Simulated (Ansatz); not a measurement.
Ti3Sn (P6_3/mmc): electronic heat capacity and spin susceptibility from the density of states

Method: Ansatz 0.2.0, DFT PBEsol, scalar-relativistic, plane waves, PAW.

Plane waves to 420 eV, a k mesh through Γ of 6×6×8 on the computed 8-atom cell and Gaussian smearing (0.10 eV); no spin polarisation.

Relaxed cell: P6_3/mmc, a = 5.839 Å, b = 5.839 Å, c = 4.700 Å, α = 90.00°, β = 90.00°, γ = 120.00°, 8 atoms in the primitive cell. Whether it is the stable form of this composition wasn't checked.

The density of states at the Fermi level is 9.258 states/eV in the cell of 8 atoms (2 formula units; both spins, tetrahedra on a 9×9×12 mesh).

What Sommerfeld coefficient and Pauli susceptibility does this give?

Per formula unit N(E_F) = 4.629 states/eV. γ = (π²/3) k_B² N(E_F) N_A = 2.357 mJ/(mol K²) per state/eV, so γ = 10.9 mJ/(mol K²), a mole of formula units. χ_P = μ_B² N(E_F) N_A = 3.23×10⁻⁵ emu/mol per state/eV gives 15.0×10⁻⁵ emu/mol. This is the bare band result: a measured γ of the same phase is as a rule larger by a factor 1 + λ from phonons and spin fluctuations, the spin part of χ is larger by the Stoner factor, and a measured χ also holds orbital and core terms. N(E_F) at one energy is sensitive to the mesh where the density of states has sharp peaks.

Cost: 1 run of about 1.5 core-minutes, on Intel Xeon Platinum 8559C (Emerald Rapids) (shared hosts).